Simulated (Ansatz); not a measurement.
# La: from a starting cell to a relaxed one

The start is a generated trial cell of La in the dhcp structure type. The cell and all atomic positions are relaxed at zero pressure with r2SCAN (plane waves to 500 eV, PAW, scalar-relativistic; Ansatz, a quantum-chemistry and plane-wave program). The first steps use a coarse 10×10×3 k-mesh.

Input geometry:
```yaml
crystal:
  lattice:
    - [3.77000, 0.00000, 0.00000]
    - [-1.88500, 3.26492, 0.00000]
    - [0.00000, 0.00000, 12.13000]
  atoms:
    - { symbol: La, position: [0.00000, 0.00000, 0.00000] }
    - { symbol: La, position: [0.00000, 0.00000, 0.50000] }
    - { symbol: La, position: [0.33333, 0.66667, 0.25000] }
    - { symbol: La, position: [0.66667, 0.33333, 0.75000] }
```

### Question
Is the relaxed structure metallic? Give its gap.

### Answer
No gap (metallic).

The space group stays P6₃/mmc (No. 194) (the run could not lower it); the end is AFLOW prototype A_hP4_194_ac (A3', as in La), with 4 atoms in the primitive cell. Final values are on a 14×14×4 k-mesh of the relaxed cell. No spin polarisation in the result.

The run could not lose the symmetry of its start; a randomly shaken copy of 4 atoms returns to this structure.

All atoms sit on sites fixed by symmetry, so only the cell could relax.
